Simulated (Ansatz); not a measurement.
The end point of a relaxation of ZrRh. Method: PBEsol (plane waves to 420 eV, PAW, scalar-relativistic; Ansatz, a program for electronic structure).

```xyz
2
Lattice="3.2538 0.0000 0.0000 0.0000 3.2538 0.0000 0.0000 0.0000 3.2538" Properties=species:S:1:pos:R:3 pbc="T T T"
Rh     1.6269     1.6269     1.6269
Zr     0.0000     0.0000     0.0000
```

Q: Determine the symmetry and give the standard cell with its independent sites.

A: Space group Pm-3m (No. 221); a = 3.2538 Å, b = 3.2538 Å, c = 3.2538 Å, α = 90.00°, β = 90.00°, γ = 90.00°

```csv
atom,site,symmetry,x,y,z
Rh,1b,m-3m,0.5000,0.5000,0.5000
Zr,1a,m-3m,0.0000,0.0000,0.0000
```

This is the CsCl type.

Q: Give the shortest distances between elements (the closest pairs, up to four, under 3.6 Å).

A: Rh–Zr 2.82 Å; Rh–Rh 3.25 Å; Zr–Zr 3.25 Å.

The volume per atom is 17.22 Å³ and the band gap is zero (metallic).

No spin polarisation in the result.

It was reached from a disturbed copy of a F-43m (No. 216) cell (zinc blende type), against which it lies -1.18 eV/atom.
